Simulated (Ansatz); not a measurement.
## ZnPt: stiffness from a series of strains

```
CELL_PARAMETERS angstrom
2.86400 0.00000 0.00000
0.00000 2.86400 0.00000
0.00000 0.00000 3.51000
ATOMIC_POSITIONS crystal
Zn 0.50000 0.50000 0.50000
Pt 0.00000 0.00000 0.00000
```

Atoms are numbered in the order listed.

The cell comes from COD entry 1522602, which wasn't checked; take it as a given geometry.

No spin–orbit coupling, which matters for the heavy atoms here.

Theory: Ansatz 0.2.0, DFT, PBEsol, all-electron LAPW, scalar-relativistic.

Numerical set-up: a Γ-centred 11×11×9 k mesh, Fermi–Dirac smearing of 0.05 eV, basis error target 0.25 meV/atom, no spin polarisation.

The strain is applied along the Cartesian axes of the cell as listed (the other components stay zero). Fractional coordinates are held (clamped ions).

σ is the change of stress from the unstrained cell, which is at -5.85 GPa; tension is positive, so slopes are stress–strain coefficients at that pressure. In a metal the k mesh adds noise.

Only quantities that a quadratic follows smoothly over the whole series are listed; rougher ones are left out.

```
εxx = εyy  σzz (GPa)  σxx (GPa)
  -0.0200      -6.71      -8.54
   0.0000       0.00       0.00
   0.0100       2.79       3.53
   0.0200       5.23       6.68
```

(1) Fit the series and read off the stiffness at zero strain.

(2) One run, at εxx = εyy = -0.0100, is withheld. Predict its row.

## Answers

(1) Least-squares fits y = p0 + p1 x + p2 x² to the rows give σzz (GPa): p1 = 298, p2 = -1800; σxx (GPa): p1 = 380, p2 = -2300. So C13 + C23 = 298 GPa and C11 + C12 = 380 GPa, for these axes.

(2) The fits give -3.17, -4.05; the run gave -3.19, -3.98.
